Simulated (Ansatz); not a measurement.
Ansatz input

```yaml
crystal:
  lattice:
    - [0.0, 3.8081308599, 3.8081308599]
    - [3.8081308599, 0.0, 3.8081308599]
    - [3.8081308599, 3.8081308599, 0.0]
  atoms:
    - { symbol: Lu, position: [0.125, 0.125, 0.125] }
    - { symbol: Lu, position: [0.875, 0.875, 0.875] }
hamiltonian:
  xc: blyp
  pseudopotentials:
    kind: paw
    azcp:
      Lu: "pseudopotentials/Lu.paw.azcp"
basis:
  ecutwfc: 420
  fft_grid_basis: typed
kpoints:
  mp_grid: { grid: [12, 12, 12], shift: [0, 0, 0] }
magnetization:
  spin_polarized: false
scf:
  occupations: { method: fermi_dirac, width: 0.1 }
```

Output

```
band count auto-derived: 31 (N_el = 50.0; filled up to band 25; 30 by the electrons, moments and atoms)
Engine: ansatz 0.2.0, x86_64-unknown-linux-gnu
Pseudopotentials: kind: paw
Pseudopotential: Lu, paw, valence charge 25, recommended cutoff 420 eV (normal) 
Functional definition: BLYP
  parameter beta = 0.0042
  parameter a = 0.04918
  parameter b = 0.132
  parameter c = 0.2533
  parameter d = 0.349
  exchange = b88_x(beta = beta)
  correlation = lyp_c(a = a, b = b, c = c, d = d)
Crystal: 2 atoms, lattice volume = 110.450 Å³
Basis set: ecut = 420 eV, 2109 PW (Γ), exchange–correlation on 72×72×72 points (8 copies of the dense FFT grid, shifted against one another)
Bands: 31, of which v1, the nominal top of the filled ones, is band 25 counted from 1 (24 counted from 0)
Symmetry: 48 space group operations
Space group: Fd-3m (ITA 227), of the structure as read, at distance tolerance 4.8e-5 Å
k-points: 72 of 1728
Non-local potential: Lu, projectors of the file, l = 0: 3, l = 1: 2, l = 2: 2, l = 3: 3
PAW form: soft (Blöchl's): semilocal exchange-correlation on the pseudo side does not see the compensation charge
PAW frozen core: Lu, regenerated for the run's functional, and the local potential with it (the file was generated under x = pbe(κ = 0.804, μ = 0.2195149727645171), c = pbe(β = 0.06672455060314922))
PAW one-centre angular grid: Lu, 590 points (default); XC on 64 Gauss nodes
Initial density: superposition of atomic densities (neutral atoms: chi_scale 0, normalization atom), corrected by the library's trained network
Initial wavefunctions: pseudopotential atomic-orbital guess
Functional: x = b88, c = lyp
SCF iter   1: F=—  HF=-29508.713400 eV  |F-HF|=—  |Δ(HF+E_count)|=         —  Δρ=8.63e-3  dr2=2.23e-1  ethr=1.77e-3  ⟨swp⟩=5.5  Hψ=9499  notcnv=0
SCF iter   2: F=—  HF=-29508.615900 eV  |F-HF|=—  |Δ(HF+E_count)|=   9.75e-2  Δρ=3.09e-3  dr2=2.71e-2  ethr=4.46e-4  ⟨swp⟩=3.3  Hψ=5170  notcnv=0
SCF iter   3: F=—  HF=-29508.664860 eV  |F-HF|=—  |Δ(HF+E_count)|=   4.90e-2  Δρ=4.32e-3  dr2=1.63e-2  ethr=5.43e-5  ⟨swp⟩=3.0  Hψ=5486  notcnv=0  recentre
SCF iter   4: F=—  HF=-29508.632821 eV  |F-HF|=—  |Δ(HF+E_count)|=   3.20e-2  Δρ=1.14e-3  dr2=9.65e-4  ethr=3.27e-5  ⟨swp⟩=3.0  Hψ=6226  notcnv=0
SCF iter   5: F=—  HF=-29508.642560 eV  |F-HF|=—  |Δ(HF+E_count)|=   9.74e-3  Δρ=3.67e-4  dr2=1.66e-4  ethr=1.93e-6  ⟨swp⟩=2.9  Hψ=5098  notcnv=0
SCF iter   6: F=—  HF=-29508.643467 eV  |F-HF|=—  |Δ(HF+E_count)|=   9.07e-4  Δρ=9.21e-5  dr2=8.73e-6  ethr=3.32e-7  ⟨swp⟩=2.5  Hψ=4135  notcnv=0
SCF iter   7: F=—  HF=-29508.643494 eV  |F-HF|=—  |Δ(HF+E_count)|=   2.72e-5  Δρ=3.20e-5  dr2=9.64e-7  ethr=1.75e-8  ⟨swp⟩=3.3  Hψ=5802  notcnv=0
SCF iter   8: F=—  HF=-29508.643496 eV  |F-HF|=—  |Δ(HF+E_count)|=   1.69e-6  Δρ=8.15e-6  dr2=3.22e-8  ethr=2.00e-10  ⟨swp⟩=3.9  Hψ=10091  notcnv=0
SCF iter   9: F=-29508.643496 eV  HF=-29508.643496 eV  |F-HF|=1.75e-10  |Δ(HF+E_count)|=   1.71e-7  Δρ=1.89e-6  dr2=3.74e-9  ethr=6.44e-11  ⟨swp⟩=4.0  Hψ=7361  notcnv=0
SCF 1 converged in 9 iterations: F = -29508.643496 eV  dr2 = 3.74e-9
SCF converged after 9 iterations
Free energy (F): -29508.643496 eV
Harris-Foulkes:  -29508.643496 eV  (|F-HF|=1.75e-10)
Internal energy: -29508.455051 eV  (E = F + TS)
E sigma→0 (E₀):  -29508.549273 eV
Entropy (-TS):   -0.188445 eV (-94.223 meV/atom)
Fermi energy:    6.392462 eV
--- Per-component energies (eV) ---
  E_band       = -419.892684
  E_kinetic    = 825.777567
  E_local      = -17175.191689  (includes V_loc(G=0)·N_el)
  E_nonlocal   = 1150.622129
  E_hartree    = 7284.402378
  E_xc         = -424.399636
  E_vxc        = -499.815842  (∫ρ·V_xc dr)
  E_paw        = -14804.409862  (= ΣΔE_a)
  E_vpaw       = 709.919149  (= ΣTr[D̂ρ^β])
  E_aug_tail   = 0.000055  (compensation charges beyond the density's cutoff)
  E_ewald      = -6365.326008
  E_core_change = 0.070015  (= ΣΔE_core)
  E_smearing   = -0.188445  (= −TS)
  E_closure    = -0.000000  (closes the sum)
  Σ components = -29508.643496   (vs F -29508.643496, Δ=0.00e0)
```
